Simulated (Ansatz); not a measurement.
Relaxed-ion elastic tensor of BN in space group P6_222 (No. 180; B on 3d, N on 3c) in GPa (Voigt order), PBE+D3(BJ) (plane waves, PAW; program Ansatz); density 3.66 g/cm³, 5.64 Å³ per atom.

```
 879   154  98.4   0.0   0.0   0.0
 154   879  98.4   0.0   0.0   0.0
98.4  98.4  1000   0.0   0.0   0.0
 0.0   0.0   0.0   339   0.0   0.0
 0.0   0.0   0.0   0.0   339   0.0
 0.0   0.0   0.0   0.0   0.0   362
```

Problem. Is the crystal mechanically stable?

Solution. Yes: the smallest eigenvalue of C is 339 GPa.

Problem. Work out the Voigt, Reuss and Hill averages.

Solution. K_V = 385, K_R = 384, K_H = 385; G_V = 369, G_R = 365, G_H = 367 GPa.

Problem. Give Young's modulus, Poisson's ratio, Pugh's ratio and the universal anisotropy index.

Solution. E = 9KG/(3K + G) = 835 GPa; ν = 0.14; K/G = 1.05 (brittle by the Pugh limit of 1.75); A_U = 5G_V/G_R + K_V/K_R − 6 = 0.05.

Problem. Estimate the sound speeds and the Debye temperature.

Solution. v_l = √((K + 4G/3)/ρ) = 15500 m/s, v_t = √(G/ρ) = 10000 m/s, mean 11000 m/s; Θ = (h/k)(3n/4πV)^(1/3) v_m = 1840 K.

Problem. How much does each axis shrink under pressure?

Solution. Linear compressibilities β_i = Σ_j S_ij (j = 1 to 3): x 0.89, y 0.89, z 0.82 per TPa.

The cell is a constructed one: a structure type filled with these elements; neither database checked (COD, Materials Project) lists it. It is not the phase usual at ambient conditions (space group No. 186, 194, 216). Symmetry was held in the PBE+D3(BJ) relaxation; phonons on a q-mesh show no instability.

Potentials: the later of the program's two PAW sets.
